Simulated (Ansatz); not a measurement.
AgI:
```yaml
crystal:
  lattice:
    - [4.56036, 0.00000, 0.00000]
    - [-2.28018, 3.94938, 0.00000]
    - [0.00000, 0.00000, 7.45149]
  atoms:
    - { symbol: Ag, position: [0.33333, 0.66667, 0.00240] }
    - { symbol: Ag, position: [0.66667, 0.33333, 0.50240] }
    - { symbol: I, position: [0.33333, 0.66667, 0.37750] }
    - { symbol: I, position: [0.66667, 0.33333, 0.87750] }
```

Relaxed with PBEsol.

**Question.** Give the optical modes at the zone centre with their infrared activity from DFPT, plane-wave PAW PBEsol (Ansatz code).

**Answer.** Transverse frequencies, without the LO–TO term; a row sums one degenerate level.

```tsv
ω (cm⁻¹)	degeneracy	IR ((D/Å)²/amu)	activity	symmetry
20	2	0.00	IR-inactive	E2
78	1	0.00	IR-inactive	B1
107	1	1.15	IR	A1
108	2	2.14	IR	E1
113	2	0.00	IR-inactive	E2
124	1	0.00	IR-inactive	B1
```

**Question.** How high does the top mode go among those that the LO–TO term moves?

**Answer.** 122 cm⁻¹ for q along x, 122 cm⁻¹ for q along y, 121 cm⁻¹ for q along z.

Space group P6_3mc (wurtzite). The cell was relaxed with PBEsol under the symmetry of its start. No spin polarisation was allowed. Scalar-relativistic: spin–orbit coupling is off unless named, which matters more the heavier the elements.

Potentials: the earlier of the program's two PAW sets. The files were generated under PBE; for other functionals the program regenerates the frozen cores, and for LDA and PBEsol the local potential too.
